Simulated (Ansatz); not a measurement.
Values for one crystal, relaxed and computed with r²SCAN in the plane-wave PAW code Ansatz; other levels are named.

```yaml
volume_per_atom: 13.45 Å³
band_gap: 3.17 eV (indirect)
hill_bulk_and_shear_moduli: 104 and 73.8 GPa
conduction_band_minimum: on the M–K line, 9 % of the way from M (6 equivalent valleys)
mechanical_stability: stable (all eigenvalues of C positive)
Formation energy from the elements (no fitted shifts): -879 meV/atom
Poisson's ratio: 0.21
```

### Question
Pick the material that matches.
(A) PbS, rock salt
(B) BeS, P6_422 (Be on 3c, S on 3d)
(C) BP, P6_422 (B on 3c, P on 3d)
(D) MgS, rock salt

### Answer
B, BeS, P6_422 (Be on 3c, S on 3d)

The start of the workflow was typed in or built on a structure type; neither database checked (COD, Materials Project) lists it. COD files the formula under space group No. 216, so this cell is another polymorph or a model. Whether it is the stable phase at ambient conditions was not checked. The r²SCAN relaxation kept the symmetry of its start; its stability against distortions is not shown here. The references are the lowest solids computed at this level, not always the standard phases.

Potentials: the earlier of the program's two PAW sets.
